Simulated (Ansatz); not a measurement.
Relaxed-ion elastic tensor of LiCl (wurtzite, P6_3mc) in GPa (Voigt order), the program Ansatz at the r²SCAN level (PAW); density 1.72 g/cm³, 20.45 Å³ per atom.

```
38.8  21.4  19.1   0.0   0.0   0.0
21.4  38.8  19.1   0.0   0.0   0.0
19.1  19.1  39.3   0.0   0.0   0.0
 0.0   0.0   0.0   9.2   0.0   0.0
 0.0   0.0   0.0   0.0   9.2   0.0
 0.0   0.0   0.0   0.0   0.0   8.7
```

Q: Is the crystal mechanically stable?

A: Yes: the smallest eigenvalue of C is 8.7 GPa.

Q: Work out the Voigt, Reuss and Hill averages.

A: K_V = 26.3, K_R = 26.2, K_H = 26.2; G_V = 9.2, G_R = 9.2, G_H = 9.2 GPa.

Q: Give Young's modulus, Poisson's ratio, Pugh's ratio and the universal anisotropy index.

A: E = 9KG/(3K + G) = 24.7 GPa; ν = 0.34; K/G = 2.86 (ductile by the Pugh limit of 1.75); A_U = 5G_V/G_R + K_V/K_R − 6 = 0.02.

Q: Estimate the sound speeds and the Debye temperature.

A: v_l = √((K + 4G/3)/ρ) = 4730 m/s, v_t = √(G/ρ) = 2310 m/s, mean 2600 m/s; Θ = (h/k)(3n/4πV)^(1/3) v_m = 283 K.

Q: Solve the Christoffel equation for the three sound speeds along x, y, z.

A: Eigenvalues of C_ijkl n_j n_l equal ρv² (piezoelectric stiffening left out). In km/s, slowest first: x 2.25, 2.31, 4.75; y 2.25, 2.31, 4.75; z 2.31, 2.31, 4.78.

Q: How much does each axis shrink under pressure?

A: Linear compressibilities β_i = Σ_j S_ij (j = 1 to 3): x 12, y 12, z 13 per TPa.

The first step of the workflow began from a Materials Project structure, measured or hypothetical; the Crystallography Open Database copy checked does not list it. It is not the phase usual at ambient conditions (space group No. 225). Symmetry was held in the r²SCAN relaxation; of distortions, only those at the zone centre were tested.

Potentials: the later of the program's two PAW sets.
